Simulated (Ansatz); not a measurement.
Se:
```xyz
3
Lattice="4.0663 0.0000 0.0000 -2.0332 3.5215 0.0000 0.0000 0.0000 5.1304" Properties=species:S:1:pos:R:3 pbc="T T T"
Se     1.0057     0.0000     4.2753
Se    -0.5028     0.8710     0.8551
Se     1.5303     2.6506     2.5652
```

Relaxed with PBE+D3(BJ). Special points in fractions of this cell's reciprocal vectors: Γ (0.000, 0.000, 0.000); M (0.500, 0.000, 0.000); K (0.333, 0.333, 0.000); A (0.000, 0.000, 0.500); L (0.500, 0.000, 0.500); H (0.333, 0.333, 0.500).

Problem. List the band energies nearest the valence-band maximum at these points for the program Ansatz at the PBE+D3(BJ) level (PAW).

Solution. In eV from the valence-band maximum; about four levels below and three above (degenerate sets whole), none deeper than 8.9 eV; points with the same levels are listed once.

| k | below | above |
|---|---|---|
| Γ | -3.50 -3.50 -1.91 -1.91 -0.58 | 1.42 1.42 2.01 |
| M | -3.83 -3.58 -1.51 -1.02 | 1.43 1.68 4.20 |
| K | -3.26 -3.26 -3.05 -2.45 | 3.19 3.19 3.68 |
| A | -3.15 -3.15 -1.43 -1.39 -1.39 | 0.89 0.91 0.91 |
| L | -4.27 -2.45 -1.97 -0.13 | 1.28 2.46 2.91 |
| H | -5.50 -5.50 -1.20 -0.06 -0.06 | 0.47 2.18 2.18 |

Space group P3_121 (trigonal Se type). Symmetry was held in the PBE+D3(BJ) relaxation. Spin–orbit coupling is left out wherever it is not named.

Potentials: the later of the program's two PAW sets.
